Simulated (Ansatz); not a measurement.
BN (zinc blende), relaxed with r²SCAN (Ansatz, a program for electronic structure, plane waves, PAW): a = 3.610 Å, b = 3.610 Å, c = 3.610 Å, α = 90.00°, β = 90.00°, γ = 90.00°.

| Property | Value |
|---|---|
| gap (eV) | 5.00 |
| B₀ by P(V) fit (GPa) | 392 |

Task: The same phase is relaxed and computed with HSE06 in the same code. What are the cell and these values now?

Result: a = 3.596 Å, b = 3.596 Å, c = 3.596 Å, α = 90.00°, β = 90.00°, γ = 90.00°.

- gap (eV): 5.81
- B₀ by P(V) fit (GPa): 404

All cells were relaxed under the symmetry of their starts (and spin orders); stability against distortions was not tested throughout.

Potentials: the later of the program's two PAW sets.

Ansatz is a plane-wave DFT program.
